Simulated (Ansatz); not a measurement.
**Question.** Name crystals whose computed values (DFT-r²SCAN in the program Ansatz with PAW potentials) fall in these windows: G_Hill (GPa) 35 to 43; HSE06 gap (eV) 1.0 to 1.4.

**Answer.** 

```json
[
 {"crystal": "CdS, rock salt", "G_Hill (GPa)": "38.7", "HSE06 gap (eV)": "1.23"},
 {"crystal": "Ca6Sb2PN, Fm-3m (Ca on 24e, Sb on 8c, P on 4a, N on 4b)", "G_Hill (GPa)": "37.8", "HSE06 gap (eV)": "1.24"}
]
```
Others may fit too.

Typed or built starts, not in the databases checked: Ca6Sb2PN, Fm-3m (Ca on 24e, Sb on 8c, P on 4a, N on 4b). Not the usual ambient phase: CdS, rock salt. All cells were relaxed under the symmetry of their starts (and spin orders); stability against distortions was not tested throughout. Scalar-relativistic: spin–orbit coupling is off unless named, which matters more the heavier the elements.

Potentials: the later of the program's two PAW sets.
